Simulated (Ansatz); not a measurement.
SiSnO3:
```xyz
5
Lattice="3.4654 0.0000 0.0000 0.0000 3.4654 0.0000 0.0000 0.0000 4.7343" Properties=species:S:1:pos:R:3 pbc="T T T"
Si     1.7327     1.7327     2.3257
Sn     0.0000     0.0000     0.0997
O      1.7327     1.7327     3.9409
O      1.7327     0.0000     1.8021
O      0.0000     1.7327     1.8021
```

Relaxed with r²SCAN. Special points in fractions of this cell's reciprocal vectors: Γ (0.000, 0.000, 0.000); X (0.000, 0.500, 0.000); M (0.500, 0.500, 0.000); Z (0.000, 0.000, 0.500); R (0.000, 0.500, 0.500); A (0.500, 0.500, 0.500).

Question: List the band energies nearest the valence-band maximum at these points for DFT-r²SCAN in the program Ansatz with PAW potentials.

Answer: In eV from the valence-band maximum; about four levels below and three above (degenerate sets whole), none deeper than 8.9 eV; points with the same levels are listed once.

```csv
k,below,above
Γ,-4.14 -4.14 -3.28 -3.28,1.31 5.03 6.26 6.26
X,-4.74 -4.30 -3.84 0.00,1.92 5.12 5.50
M,-5.55 -5.55 -4.49 -2.57 -1.78,3.42 4.54 4.54
Z,-4.30 -3.22 -3.22 -2.02,2.04 2.48 6.73 6.73
R,-4.78 -4.00 -3.99 -0.58,3.26 4.70 5.77
A,-3.79 -3.48 -3.48 -1.79,3.85 3.85 4.58
```

Space group P4mm. The cell is a constructed one: a structure type filled with these elements; neither database checked (COD, Materials Project) lists it. Its standing as an ambient phase is unchecked. The cell was relaxed with r²SCAN under the symmetry of its start; its stability against distortions is not shown here. Scalar-relativistic: spin–orbit coupling is off unless named, which matters more the heavier the elements.

Potentials: the later of the program's two PAW sets.
